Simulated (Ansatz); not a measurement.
BAs (zinc blende, F-43m), the program Ansatz at the LDA level (PAW): ε∞ = 9.66, cell volume 26.49 Å³. Infrared-active transverse modes:

```
ω_TO (cm⁻¹)  oscillator strength S_xx (e²/amu)
-----------  ---------------------------------
699.9                                  0.03076
```

Q: Compute the static dielectric constant.

A: Each mode adds (4.921e7/V) S/ω²: 0.12. So ε0 = 9.78.

Q: What LO frequency does the Lyddane–Sachs–Teller relation give?

A: ω_LO = ω_TO √(ε0/ε∞) = 704 cm⁻¹.

Symmetry was held in the LDA relaxation; phonons on a q-mesh show no instability. Spin–orbit coupling is left out wherever it is not named.

Potentials: the later of the program's two PAW sets.
